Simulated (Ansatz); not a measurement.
### Question
Each is relaxed and computed with r²SCAN (plane waves, PAW; program Ansatz). Which is the only one with a gap?
A) LaGe3Ru, I4mm (La on 2a, Ge on 2a, Ge on 4b, Ru on 2a)
B) YGe2Ru2, I4/mmm (Y on 2a, Ge on 4e, Ru on 4d)
C) RuS2, Pa-3 (Ru on 4a, S on 8c)
D) LaSi2Ru, P2_1/m (La on 2e, Si on 2e, Si on 2e, Ru on 2e)

### Answer
C, RuS2, Pa-3 (Ru on 4a, S on 8c). RuS2: gap 0.88 eV (indirect); YGe2Ru2: metal; LaGe3Ru: metal; LaSi2Ru: metal. Standing as an ambient phase not checked: YGe2Ru2, I4/mmm (Y on 2a, Ge on 4e, Ru on 4d); LaGe3Ru, I4mm (La on 2a, Ge on 2a, Ge on 4b, Ru on 2a); LaSi2Ru, P2_1/m (La on 2e, Si on 2e, Si on 2e, Ru on 2e). All cells were relaxed under the symmetry of their starts (and spin orders); stability against distortions was not tested throughout. Rows with no word on spin ran without spin polarisation. Spin–orbit coupling is left out wherever it is not named.

Potentials: the later of the program's two PAW sets.
